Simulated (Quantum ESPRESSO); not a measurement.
## AlSn3Mo2Ta2 (one run as intended and one with a planted mistake)

Simulated, not a measurement. The program is pw.x of Quantum ESPRESSO 7.5 (plane-wave density functional theory). The cell is made up: eight metal atoms on a hexagonal close-packed lattice, with elements, volume, strain and displacements drawn at random and not relaxed, so it may be unstable or far from any real phase. PseudoDojo standard norm-conserving files set the functional (PBE unless stated); there is no spin polarisation or spin-orbit coupling, the Fermi-Dirac width of 0.25 eV means electrons at about 2900 K, and the masses in the input are unused placeholders. The tin pseudopotential is less sure than most, with forces differing by about three percent from a second method on plain tin. Heavy elements are run without spin-orbit coupling, which real alloys of them have. A spin test at this wide smearing found no moment, but such smearing suppresses magnetism that the real alloy may have.

Intended input:

```
&control calculation='scf', pseudo_dir='./dojo.nc.sr.pbe.v0_5.standard.upf', outdir='./o', disk_io='minimal', tprnfor=.true., tstress=.true. /
&system ibrav=0, nat=8, ntyp=4, nbnd=64, ecutwfc=84.00895049, nosym=.true., tot_charge=0,
 occupations='smearing', smearing='fd', degauss=0.0183746611
/
&electrons conv_thr=1.470e-08, electron_maxstep=70, mixing_beta=0.5 /
ATOMIC_SPECIES
Al 1.0 Al.upf
Mo 1.0 Mo.upf
Sn 1.0 Sn.upf
Ta 1.0 Ta.upf
CELL_PARAMETERS angstrom
-0.0582 -0.0221 4.8693
6.0524 0.0274 -0.0712
-3.0025 5.2824 0.0122
ATOMIC_POSITIONS angstrom
Al 0.079 -0.1359 0.0529
Sn -1.6398 2.8172 0.0053
Mo 3.0529 0.0317 -0.1497
Sn 1.5272 2.576 -0.0186
Sn -0.1749 1.8063 2.4305
Ta -1.5144 4.3202 2.5865
Mo 3.0199 1.8071 2.2382
Ta 1.5874 4.4617 2.4312
K_POINTS automatic
5 5 5 1 1 1
```

The log is shortened where brackets say so; the opening notice, blank lines, dates and the lines on written files are dropped, and the path of the files is cut. It prints rydbergs, bohrs and kilobars, and counts compression as positive stress. Its total energy is the free energy E - TS of the whole cell.

Log of the intended run:

```
     Program PWSCF v.7.5
     Parallel version (MPI & OpenMP), running on       4 processor cores
     Number of MPI processes:                 4
     Threads/MPI process:                     1
     [start-up lines left out]
     bravais-lattice index     =            0
     lattice parameter (alat)  =       9.2024  a.u.
     unit-cell volume          =    1053.0974 (a.u.)^3
     number of atoms/cell      =            8
     number of atomic types    =            4
     number of electrons       =        99.00
     number of Kohn-Sham states=           64
     kinetic-energy cutoff     =      84.0090  Ry
     charge density cutoff     =     336.0358  Ry
     scf convergence threshold =      1.5E-08
     mixing beta               =       0.5000
     number of iterations used =            8  plain     mixing
     Exchange-correlation= PBE
                           (   1   4   3   4   0   0   0)
     [axes and pseudopotential details left out]
   Cartesian axes
     site n.     atom                  positions (alat units)
         1        Al     tau(   1) = (   0.0162228  -0.0279073   0.0108631  )
         2        Sn     tau(   2) = (  -0.3367355   0.5785164   0.0010884  )
         3        Mo     tau(   3) = (   0.6269177   0.0065096  -0.0307411  )
         4        Sn     tau(   4) = (   0.3136129   0.5289856  -0.0038195  )
         5        Sn     tau(   5) = (  -0.0359160   0.3709265   0.4991069  )
         6        Ta     tau(   6) = (  -0.3109844   0.8871597   0.5311418  )
         7        Mo     tau(   7) = (   0.6201411   0.3710908   0.4596178  )
         8        Ta     tau(   8) = (   0.3259750   0.9162170   0.4992507  )
     number of k points=    63  Fermi-Dirac smearing, width (Ry)=  0.0184
                       cart. coord. in units 2pi/alat
        k(    1) = (   0.0810294   0.1380094   0.1016030), wk =   0.0320000
        k(    2) = (   0.0802066   0.3219143   0.1024279), wk =   0.0320000
     [further k points left out]
     Dense  grid:   109585 G-vectors     FFT dimensions: (  54,  72,  72)
     Estimated max dynamical RAM per process >     406.62 MB
     Estimated total dynamical RAM >       1.51 GB
     Initial potential from superposition of free atoms
     starting charge      98.9882, renormalised to      99.0000
     Starting wfcs are   71 randomized atomic wfcs
     total cpu time spent up to now is        6.9 secs
     per-process dynamical memory:   320.8 Mb
     Self-consistent Calculation
     iteration #  1     ecut=    84.01 Ry     beta= 0.50
     Davidson diagonalization with overlap
     ethr =  1.00E-02,  avg # of iterations =  3.3
     total cpu time spent up to now is       23.0 secs
     total energy              =   -1018.31564508 Ry
     estimated scf accuracy    <       1.12351161 Ry
     iteration #  2     ecut=    84.01 Ry     beta= 0.50
     Davidson diagonalization with overlap
     ethr =  1.13E-03,  avg # of iterations =  4.0
     total cpu time spent up to now is       40.7 secs
     total energy              =   -1017.71843565 Ry
     estimated scf accuracy    <      12.40017860 Ry
     [iterations 3 to 13 left out]
     iteration # 14     ecut=    84.01 Ry     beta= 0.50
     Davidson diagonalization with overlap
     ethr =  8.16E-11,  avg # of iterations =  2.0
     total cpu time spent up to now is      211.8 secs
     total energy              =   -1018.86204848 Ry
     estimated scf accuracy    <       0.00000002 Ry
     iteration # 15     ecut=    84.01 Ry     beta= 0.50
     Davidson diagonalization with overlap
     ethr =  2.19E-11,  avg # of iterations =  2.0
     total cpu time spent up to now is      224.8 secs
     End of self-consistent calculation
     [lines on levels left out]
!    total energy              =   -1018.86204848 Ry
     estimated scf accuracy    <          6.3E-09 Ry
     smearing contrib. (-TS)   =      -0.08724077 Ry
     internal energy E=F+TS    =   -1018.77480771 Ry
     The total energy is F=E-TS. E is the sum of the following terms:
     one-electron contribution =    -251.85521630 Ry
     hartree contribution      =     184.99323736 Ry
     xc contribution           =    -234.92271932 Ry
     ewald contribution        =    -716.99010945 Ry
     convergence has been achieved in  15 iterations
     Forces acting on atoms (cartesian axes, Ry/au):
     atom    1 type  1   force =    -0.02647339    0.04257038    0.00109315
     atom    2 type  3   force =     0.02717328   -0.05437116    0.01586908
     atom    3 type  2   force =     0.01232512   -0.00709789    0.01595551
     atom    4 type  3   force =    -0.01961153    0.00962303   -0.01353498
     atom    5 type  3   force =     0.04239320   -0.04687785   -0.00383708
     atom    6 type  4   force =    -0.00787202    0.07961633   -0.05465799
     atom    7 type  2   force =    -0.00531615   -0.01313917    0.04552373
     atom    8 type  4   force =    -0.02261851   -0.01032366   -0.00641143
     Total force =     0.154623     Total SCF correction =     0.000204
     Computing stress (Cartesian axis) and pressure
          total   stress  (Ry/bohr**3)                   (kbar)     P=      -20.87
  -0.00022555  -0.00012065   0.00007027          -33.18      -17.75       10.34
  -0.00012065  -0.00033388  -0.00003593          -17.75      -49.11       -5.28
   0.00007027  -0.00003593   0.00013373           10.34       -5.28       19.67
     init_run     :      6.49s CPU      6.76s WALL (       1 calls)
     electrons    :    216.66s CPU    217.86s WALL (       1 calls)
     forces       :      2.37s CPU      2.39s WALL (       1 calls)
     stress       :      8.06s CPU      8.28s WALL (       1 calls)
     [timing details left out]
     PWSCF        :   3m53.75s CPU   3m55.48s WALL
     JOB DONE.
```

A second run has one planted mistake: the files are those of another functional. The input lines that differ:

```
- &control calculation='scf', pseudo_dir='./dojo.nc.sr.pbe.v0_5.standard.upf', outdir='./o', disk_io='minimal', tprnfor=.true., tstress=.true. /
+ &control calculation='scf', pseudo_dir='./dojo.nc.sr.pbesol.v0_4_1.standard.upf', outdir='./o', disk_io='minimal', tprnfor=.true., tstress=.true. /
```

Its log:

```
     Program PWSCF v.7.5
     Parallel version (MPI & OpenMP), running on       4 processor cores
     Number of MPI processes:                 4
     Threads/MPI process:                     1
     [start-up lines left out]
     bravais-lattice index     =            0
     lattice parameter (alat)  =       9.2024  a.u.
     unit-cell volume          =    1053.0974 (a.u.)^3
     number of atoms/cell      =            8
     number of atomic types    =            4
     number of electrons       =        99.00
     number of Kohn-Sham states=           64
     kinetic-energy cutoff     =      84.0090  Ry
     charge density cutoff     =     336.0358  Ry
     scf convergence threshold =      1.5E-08
     mixing beta               =       0.5000
     number of iterations used =            8  plain     mixing
     Exchange-correlation= PBESOL
                           (   1   4  10   8   0   0   0)
     [axes and pseudopotential details left out]
   Cartesian axes
     site n.     atom                  positions (alat units)
         1        Al     tau(   1) = (   0.0162228  -0.0279073   0.0108631  )
         2        Sn     tau(   2) = (  -0.3367355   0.5785164   0.0010884  )
         3        Mo     tau(   3) = (   0.6269177   0.0065096  -0.0307411  )
         4        Sn     tau(   4) = (   0.3136129   0.5289856  -0.0038195  )
         5        Sn     tau(   5) = (  -0.0359160   0.3709265   0.4991069  )
         6        Ta     tau(   6) = (  -0.3109844   0.8871597   0.5311418  )
         7        Mo     tau(   7) = (   0.6201411   0.3710908   0.4596178  )
         8        Ta     tau(   8) = (   0.3259750   0.9162170   0.4992507  )
     number of k points=    63  Fermi-Dirac smearing, width (Ry)=  0.0184
                       cart. coord. in units 2pi/alat
        k(    1) = (   0.0810294   0.1380094   0.1016030), wk =   0.0320000
        k(    2) = (   0.0802066   0.3219143   0.1024279), wk =   0.0320000
     [further k points left out]
     Dense  grid:   109585 G-vectors     FFT dimensions: (  54,  72,  72)
     Estimated max dynamical RAM per process >     406.62 MB
     Estimated total dynamical RAM >       1.51 GB
     Initial potential from superposition of free atoms
     starting charge      98.9892, renormalised to      99.0000
     Starting wfcs are   71 randomized atomic wfcs
     total cpu time spent up to now is        7.0 secs
     per-process dynamical memory:   320.8 Mb
     Self-consistent Calculation
     iteration #  1     ecut=    84.01 Ry     beta= 0.50
     Davidson diagonalization with overlap
     ethr =  1.00E-02,  avg # of iterations =  3.3
     total cpu time spent up to now is       23.4 secs
     total energy              =   -1017.15557789 Ry
     estimated scf accuracy    <       1.15405232 Ry
     iteration #  2     ecut=    84.01 Ry     beta= 0.50
     Davidson diagonalization with overlap
     ethr =  1.17E-03,  avg # of iterations =  4.0
     total cpu time spent up to now is       40.8 secs
     total energy              =   -1016.54664211 Ry
     estimated scf accuracy    <      12.64505269 Ry
     [iterations 3 to 13 left out]
     iteration # 14     ecut=    84.01 Ry     beta= 0.50
     Davidson diagonalization with overlap
     ethr =  6.42E-11,  avg # of iterations =  2.0
     total cpu time spent up to now is      212.9 secs
     total energy              =   -1017.71545385 Ry
     estimated scf accuracy    <       0.00000002 Ry
     iteration # 15     ecut=    84.01 Ry     beta= 0.50
     Davidson diagonalization with overlap
     ethr =  2.19E-11,  avg # of iterations =  2.0
     total cpu time spent up to now is      226.2 secs
     End of self-consistent calculation
     [lines on levels left out]
!    total energy              =   -1017.71545385 Ry
     estimated scf accuracy    <       0.00000001 Ry
     smearing contrib. (-TS)   =      -0.08761043 Ry
     internal energy E=F+TS    =   -1017.62784342 Ry
     The total energy is F=E-TS. E is the sum of the following terms:
     one-electron contribution =    -252.56527719 Ry
     hartree contribution      =     184.73659517 Ry
     xc contribution           =    -232.80905195 Ry
     ewald contribution        =    -716.99010945 Ry
     convergence has been achieved in  15 iterations
     Forces acting on atoms (cartesian axes, Ry/au):
     atom    1 type  1   force =    -0.02569606    0.04080418    0.00075668
     atom    2 type  3   force =     0.02545052   -0.05230445    0.01510694
     atom    3 type  2   force =     0.01105528   -0.00679514    0.01349029
     atom    4 type  3   force =    -0.01675699    0.00957312   -0.01254297
     atom    5 type  3   force =     0.03915930   -0.04424246   -0.00363112
     atom    6 type  4   force =    -0.00683278    0.07510317   -0.05124369
     atom    7 type  2   force =    -0.00328779   -0.01199911    0.04356459
     atom    8 type  4   force =    -0.02309148   -0.01013932   -0.00550072
     Total force =     0.146129     Total SCF correction =     0.000277
     Computing stress (Cartesian axis) and pressure
          total   stress  (Ry/bohr**3)                   (kbar)     P=      -68.10
  -0.00054466  -0.00011873   0.00006638          -80.12      -17.47        9.76
  -0.00011873  -0.00065220  -0.00003509          -17.47      -95.94       -5.16
   0.00006638  -0.00003509  -0.00019189            9.76       -5.16      -28.23
     init_run     :      6.56s CPU      6.84s WALL (       1 calls)
     electrons    :    217.99s CPU    219.16s WALL (       1 calls)
     forces       :      2.37s CPU      2.41s WALL (       1 calls)
     stress       :      8.08s CPU      8.29s WALL (       1 calls)
     [timing details left out]
     PWSCF        :   3m55.20s CPU   3m56.92s WALL
     JOB DONE.
```

|  | intended run | run with the mistake |
| --- | --- | --- |
| free energy (eV) | -13862.324 | -13846.724 |
| entropy term -TS, part of it (eV) | -1.187 | -1.192 |
| pressure (GPa) | -2.09 | -6.81 |
| size of the largest force component (eV/Å) | 2.047 | 1.931 |
| largest change of a force component (eV/Å) |  | 0.116 |
| iterations | 15 | 15 |

For scale, a rerun of the intended cell at a higher cutoff and on a denser mesh moved values by no more than 0.005 eV in energy, 0.05 GPa in stress and 0.005 eV/Å in force, and a second program with other atomic files agreed on that cell to 2 % rms in force and 0.5 GPa in pressure. Files of another functional or element have another zero of energy, so the energy change says nothing on stability.